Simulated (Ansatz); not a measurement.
Mg3Sb2 (A-La2O3 type, space group P-3m1)

Space group P-3m1 (No. 164); a = b = 4.567 Å, c = 7.247 Å, α = β = 90.00°, γ = 120.00°

```csv
atom,site,symmetry,x,y,z
Sb,2d,3m.,0.3333,0.6667,0.2287
Mg,1a,-3m.,0.0000,0.0000,0.0000
Mg,2d,3m.,0.6667,0.3333,0.3665
```

The relaxed cell is deformed in two ways at once: its volume V is scaled, and at that volume it is stretched along z (the c axis of the conventional cell) so that c/a changes. Fractional atomic positions are held.

Calculation: r2SCAN (plane waves to 500 eV, PAW, scalar-relativistic; Ansatz, a quantum-chemistry and plane-wave program). k mesh 12×12×7 (Γ-centred), Fermi-Dirac smearing 0.05 eV. Compression counts positive. As the atoms are clamped, bonds stretch with the cell, which overstates energies and stresses. Mg3Sb2 was relaxed with its symmetry unable to fall. Spin-orbit coupling is left out, though Sb is heavy.

Changes of σxx (GPa) from the point V/V₀ = 1.000, (c/a)/(c/a)₀ = 1.000 when one coordinate moves alone (two changes are said to add if the coupling is within 5 % of the smaller one, nearly so within 20 %):

```tsv
point	change
V/V₀ = 1.000, (c/a)/(c/a)₀ = 0.920	-2.069
V/V₀ = 1.000, (c/a)/(c/a)₀ = 0.947	-1.428
V/V₀ = 1.000, (c/a)/(c/a)₀ = 0.973	-0.735
V/V₀ = 0.960, (c/a)/(c/a)₀ = 1.000	2.207
V/V₀ = 0.973, (c/a)/(c/a)₀ = 1.000	1.421
V/V₀ = 0.987, (c/a)/(c/a)₀ = 1.000	0.686
V/V₀ = 1.013, (c/a)/(c/a)₀ = 1.000	-0.641
V/V₀ = 1.027, (c/a)/(c/a)₀ = 1.000	-1.241
V/V₀ = 1.040, (c/a)/(c/a)₀ = 1.000	-1.801
V/V₀ = 1.000, (c/a)/(c/a)₀ = 1.027	0.766
V/V₀ = 1.000, (c/a)/(c/a)₀ = 1.053	1.556
V/V₀ = 1.000, (c/a)/(c/a)₀ = 1.080	2.363
```

Problem. What is the change at V/V₀ = 0.973, (c/a)/(c/a)₀ = 0.920, where both move, and how far is it from the sum?

Solution. The sum of the single changes is 1.421 + (-2.069) = -0.648; the calculation gives -0.821, so the coupling contributes -0.173 (under 20 % of the smaller single change, nearly additive).

Problem. Do the two effects add at V/V₀ = 0.960, (c/a)/(c/a)₀ = 1.080? Give the computed change.

Solution. The sum of the single changes is 2.207 + (2.363) = 4.570; the calculation gives 4.829, so the coupling contributes 0.259 (under 20 % of the smaller single change, nearly additive).

Problem. What is the change at V/V₀ = 0.987, (c/a)/(c/a)₀ = 0.920, where both move, and how far is it from the sum?

Solution. The sum of the single changes is 0.686 + (-2.069) = -1.383; the calculation gives -1.468, so the coupling contributes -0.085 (under 20 % of the smaller single change, nearly additive).

(A scan under strain: stresses follow from slopes of the energy per volume, elastic moduli from its curvatures.)
